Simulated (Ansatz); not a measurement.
As, DFT, LDA, all-electron LAPW, scalar-relativistic (Ansatz 0.2.0), run on 1 thread of Arm Neoverse V1 on a shared host.

Structure: COD 9009651, as refined from experiment and not relaxed. The listed cell was then made from it by scaling, straining or moving an atom.

Command: `ansatz run input.yaml --threads 1 --pin off --max-ram 3072MiB --backend cpu --events-out ev --progress --plain --runs-dir out`

```yaml
crystal:
  lattice:
    - [1.8859945182, 1.0888794428, 3.4973507163]
    - [-1.8859945182, 1.0888794428, 3.4973507163]
    - [0.0, -2.1777588855, 3.4973507163]
  atoms:
    - { symbol: As, position: [0.22754, 0.22754, 0.22754] }
    - { symbol: As, position: [0.77246, 0.77246, 0.77246] }
kpoints:
  mp_grid: { grid: [13, 13, 13] }
  band_path:
    path:
      - [0.0, 0.0, 0.0]
      - [0.5, 0.5, 0.5]
      - [0.768709909, 0.231290091, 0.5]
      - [0.5, -0.231290091, 0.231290091]
      - [0.5, 0.0, 0.0]
      - [0.0, 0.0, 0.0]
      - [0.3656450455, -0.3656450455, 0.0]
      - [0.6343549545, 0.0, 0.3656450455]
      - [0.5, 0.0, 0.5]
    npoints: 5
scf:
  occupations: { method: fermi_dirac, width: 0.05 }
hamiltonian:
  xc: lda
  pseudopotentials: { kind: all_electron, lapw: { basis_error: 0.001 } }
output:
  forces: true
  stress: true
  eigenvalues: true
```

Question: How large is the problem that the program sets up?

Answer: 231 irreducible k-points, 471 plane waves at Γ, 28 bands.

Question: About how long does it take, and how much memory does it use?

Answer: 61 s of wall time for 7 SCF iterations, with a peak of 0.69 GiB. Times on shared machines scatter by tens of per cent.
